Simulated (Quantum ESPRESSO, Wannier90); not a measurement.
## Zn₂SeS (R3m): Wannier90 run

```
Zn2SeS
1.0
   -1.95375     3.38399     0.00000
   -3.90750     0.00000     0.00000
   -1.95375     1.12800     6.38365
Zn Se S
2 1 1
Direct
  0.99626   0.99626   0.01121
  0.50363   0.50363   0.48911
  0.37548   0.37548   0.87356
  0.87465   0.87465   0.37604
```

Structure: Materials Project mp-1215446, symmetrised, not relaxed again. Not found in the COD (Crystallography Open Database) copy used; not checked further. Level: PBEsol, no spin polarisation, no spin-orbit coupling; pw.x of Quantum ESPRESSO at 69 Ry with PseudoDojo potentials, 6×6×6 k-points, Wannier90. Density: 10×10×10 mesh, cold smearing 0.01 Ry. Spin-orbit coupling, left out, would split the p-like bands by a few tenths of an eV.

Valence charges of the files: Zn 20, Se 16, S 6. 53 bands were computed.

Isolated groups of bands, relative to the valence-band maximum (bands from 32 on overlap up to the last one computed):

| bands | from (eV) | to (eV) | filling | weight on atomic waves |
|---|---|---|---|---|
| 1–2 | -125.06 | -124.92 | filled | Zn 3s 100 % |
| 3–8 | -79.36 | -79.21 | filled | Zn 3p 100 % |
| 9–13 | -46.91 | -46.89 | filled | Se 3d 100 % |
| 14–15 | -13.41 | -12.22 | filled | Se 4s 43 %, S 3s 42 %, Zn 4s 10 % |
| 16–25 | -6.70 | -5.85 | filled | Zn 3d 94 % |
| 26–31 | -5.51 | 0.00 | filled | Se 4p 39 %, S 3p 38 %, Zn 3d 9 % |

Wanted is a model with the orbitals Zn s p, Se s p, S s p, without the filled groups that are mainly made of other shells (semicore states, and anion s where it isn't named); all higher bands stay in for disentanglement.

Problem. Give num_wann, exclude_bands and num_bands, and the number of electrons that the model holds.

Solution. Electrons: 2×20 + 1×16 + 1×6 = 62, which fill 31 bands.
num_wann = 2×4 + 1×4 + 1×4 = 16.
exclude_bands = 1-13,16-25, 23 bands, so num_bands = 53 − 23 = 30.
The model holds 62 − 2×23 = 16 electrons. With the window frozen to 2.87 eV it follows pw.x to 5.8 meV rms (states up to 2.4 eV relative to the valence-band maximum).
